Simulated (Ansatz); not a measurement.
Sb2Pt: field gradients at two levels of theory

Cell: a structure deposited in the COD, ions relaxed with PBE at fixed cell.

Space group Pa-3 (No. 205); a = 6.4423 Å.

| site | Wyckoff | site symmetry | x | y | z |
| --- | --- | --- | --- | --- | --- |
| Sb | 8c | .3. | 0.3745 | 0.3745 | 0.3745 |
| Pt | 4a | .-3. | 0.0000 | 0.0000 | 0.0000 |

One atom of each set is listed.

First run. Method: Kohn–Sham DFT in Ansatz, PBE, plane waves and PAW, scalar-relativistic, 420 eV cutoff, Γ-centred 5×5×5 k-points, Fermi–Dirac smearing 0.05 eV.

```tsv
site	V_zz (10²¹ V/m²)	η
Sb	6.55	0.00
Pt	-6.98	0.00
```

Second run. The same atoms and settings, except that the functional is r2SCAN and the cutoff is 500 eV.

Question: Given the first result, estimate the second.

Answer: 

```tsv
site	V_zz	η	change of V_zz
Sb	6.62	0.00	+0.07
Pt	-7.31	0.00	-0.33
```

The largest change of V_zz is on Pt, from -6.98 to -7.31. In per cent, |V_zz| changes by +1 on Sb, +5 on Pt (all sites that start above 2).

The run finds no gap above 0.1 eV (a metal, or nearly one), so the gradients can move by 10 % or more with the k-mesh. Spin–orbit coupling is left out, which shifts gradients on Pt by a few per cent in wide-gap crystals, and can shift them far more where the calculated gap is small or absent, as here.
For the first run: At this cell the PBE pressure is 6 GPa, so with PBE the cell would grow if it were relaxed. With these PAW files V_zz is typically within 2 to 3 % of all-electron values, but misses above 10 % occur on Sb.
For the second run: With these PAW files V_zz is typically within 2 to 3 % of all-electron values, but misses above 10 % occur on Pt, Sb.
